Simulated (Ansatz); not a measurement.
**Ir₂Ru: stable or not**

The cell was found from a structure generator's guess, not taken from experiment.

All numbers below come from DFT PBE, scalar-relativistic, plane waves, PAW (Ansatz). Settings of the last relaxation (6-atom cell): 420 eV, 18×18×4 k points, Gaussian smearing of 0.10 eV, no spin polarisation.

```cif
data_structure
_symmetry_space_group_name_H-M 'P-6m2'
_symmetry_Int_Tables_number 187
_cell_length_a 2.7421
_cell_length_b 2.7421
_cell_length_c 13.1556
_cell_angle_alpha 90.000
_cell_angle_beta 90.000
_cell_angle_gamma 120.000
_cell_volume 85.67
loop_
_atom_site_label
_atom_site_type_symbol
_atom_site_symmetry_multiplicity
_atom_site_Wyckoff_symbol
_atom_site_fract_x
_atom_site_fract_y
_atom_site_fract_z
_atom_site_occupancy
Ru1 Ru 2 g 0.00000 0.00000 0.66520 1
Ir1 Ir 1 a 0.00000 0.00000 0.00000 1
Ir2 Ir 2 h 0.33333 0.66667 0.82910 1
Ir3 Ir 1 d 0.33333 0.66667 0.50000 1
```

The zero of energy is the elements' standard structures at the same level; no fitted shifts are applied.

Problem. These tests were run: energy against the elements; random kick, then relaxation without symmetry; phonons at Γ. What do they show?

Solution.

```csv
test,result
energy against the elements,0.00 eV/atom
"random kick, then relaxation without symmetry",returns
phonons at Γ,lowest optical mode 67 cm⁻¹
```

It fails none of these tests outright. Whether a mixture of other phases lies lower isn't tested here. Phonons away from Γ weren't computed. Undecided within the accuracy: energy against the elements.

For metals, differences of a few meV/atom aren't resolved. These runs have no spin–orbit coupling, which can matter for Ir. The kick test ran on a coarse mesh. The run for the phonons used an 18×18×4 k mesh and Fermi–Dirac smearing of 0.15 eV.
